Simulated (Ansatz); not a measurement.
**Data sheet: MoPt (DFT)**

MoPt:
```yaml
crystal:
  lattice:
    - [3.17621, 0.00000, 0.00000]
    - [0.00000, 3.17621, 0.00000]
    - [0.00000, 0.00000, 3.17621]
  atoms:
    - { symbol: Pt, position: [0.00000, 0.00000, 0.00000] }
    - { symbol: Mo, position: [0.50000, 0.50000, 0.50000] }
```

Space group Pm-3m (No. 221), CsCl type; conventional cell a = 3.176 Å, b = 3.176 Å, c = 3.176 Å, α = 90.00°, β = 90.00°, γ = 90.00°.

Method: the program Ansatz at the PBE level (PAW). Geometry: relaxed at this level of theory. Other levels are named where they apply.

### Cell and energy

| Quantity | Result |
|---|---|
| Volume per atom | 16.02 Å³ |
| Density | 15.08 g/cm³ |
| Formation energy from the elements (no fitted shifts) | 0.23 eV/atom |

### Electronic structure

| Property | Value |
|---|---|
| Electronic character | metallic (no gap) |
| Density of states at the Fermi level | 1.6 states/eV per atom (mean over ±0.08 eV) |
| Gap with spin–orbit coupling | none (metallic) |

### Mechanics

| Item | Value |
|---|---|
| Bulk modulus (Birch–Murnaghan fit) | 245 GPa |
| Pressure derivative B′ | 4.8 |

The start of the workflow was typed in or built on a structure type; neither database checked (COD, Materials Project) lists it. Whether it is the stable phase at ambient conditions was not checked. The PBE relaxation kept the symmetry of its start; its stability against distortions is not shown here. The run is not spin-polarised. Its formation energy is positive at this level, so the cell may be metastable or incomplete. The references are the lowest solids computed at this level, not always the standard phases. Spin–orbit coupling is left out wherever it is not named.

Potentials: the earlier of the program's two PAW sets.
